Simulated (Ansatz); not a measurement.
# Property card for GeOs

GeOs:
```yaml
crystal:
  lattice:
    - [3.48701, 0.00000, 0.00000]
    - [-1.74351, 3.01984, 0.00000]
    - [0.00000, 0.00000, 2.96432]
  atoms:
    - { symbol: Os, position: [0.00000, 0.00000, 0.00000] }
    - { symbol: Ge, position: [0.66667, 0.33333, 0.50000] }
```

Space group P-6m2 (No. 187); conventional cell a = b = 3.487 Å, c = 2.964 Å, α = β = 90.00°, γ = 120.00°.

Method: PBEsol in the plane-wave PAW code Ansatz. The cell and atoms are relaxed at this level. Other levels are named where they apply.

Cell and energy:

```
Property                                                     Result
-----------------------------------------------------  ------------
Volume per atom                                            15.61 Å³
Density                                                 13.98 g/cm³
Formation energy from the elements (no fitted shifts)  0.27 eV/atom
```

Electronic structure:

```
Property                                                                    Result
------------------------------------  --------------------------------------------
Electronic character                                             metallic (no gap)
Density of states at the Fermi level  0.60 states/eV per atom (mean over ±0.08 eV)
Gap with spin–orbit coupling                                       none (metallic)
```

Mechanics:

```
Quantity                                                                              Result
-------------------------------------  -----------------------------------------------------
Bulk modulus (Birch–Murnaghan fit)                                                   211 GPa
Pressure derivative B′                                                                   4.7
Elastic constants (relaxed ions, GPa)  C11 = 180, C12 = 248, C13 = 181, C33 = 456, C44 = 138
Mechanical stability                                  unstable (C has a negative eigenvalue)
```

Phonons:

```
Property                                       Result
-----------------------------  ----------------------
Highest zone-centre frequency                258 cm⁻¹
Zone-centre stability          no imaginary mode at Γ
```

A made-up cell: these elements were put on the sites of a structure type; neither database checked (COD, Materials Project) lists it. Its standing as an ambient phase is unchecked. The cell keeps a stress of up to 0.2 GPa. The cell was relaxed with PBEsol under the symmetry of its start. No spin polarisation was allowed. As this level gives no gap, shear constants depend on the k-mesh and smearing (Fermi–Dirac, 0.1 eV here). As this level gives no gap, phonon frequencies hold no LO–TO term and depend on the k-mesh and smearing (Fermi–Dirac, 0.1 eV here). The references are the lowest solids computed at this level, not always the standard phases. Spin–orbit coupling is left out wherever it is not named.

Potentials: the earlier of the program's two PAW sets. The files were generated under PBE; for other functionals the program regenerates the frozen cores, and for LDA and PBEsol the local potential too.
